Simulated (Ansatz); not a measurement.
GaSb (zinc blende)

```xyz
2
Lattice="0.0000 3.1070 3.1070 3.1070 0.0000 3.1070 3.1070 3.1070 0.0000" Properties=species:S:1:pos:R:3 pbc="T T T"
Sb     4.6606     4.6606     4.6606
Ga     0.0000     0.0000     0.0000
```

Equation-of-state scan: isotropic scaling of the cell above, V₀ being its volume. Symmetry pins the atoms to their sites.

All values below come from PBE (plane waves to 420 eV, PAW, scalar-relativistic; Ansatz, a program for electronic structure). k mesh 13×13×13 (Γ-centred), Fermi-Dirac smearing 0.05 eV. Energies are smeared free energies. At this level the bands of GaSb touch or barely overlap; measurements give the solid a gap. GaSb was relaxed with its symmetry unable to fall. Spin-orbit coupling is left out, though Sb is heavy. The PAW data are Ansatz's earlier set. The zero of ΔE is the relaxed starting cell.

| a (Å) | ΔE (meV/atom) |
|---|---|
| 5.8632 | 150 |
| 5.9368 | 89 |
| 6.0085 | ? |
| 6.0786 | ? |
| 6.1471 | 5 |
| 6.2141 | 0 |
| 6.2797 | 4 |
| 6.3439 | 15 |
| 6.4069 | 32 |
| 6.4686 | 54 |
| 6.5292 | 80 |

Question: Fill in the missing entries.

Answer: 
- 6.0085, ΔE (meV/atom): 47
- 6.0786, ΔE (meV/atom): 20

(A scan under strain: stresses follow from slopes of the energy per volume, elastic moduli from its curvatures.)
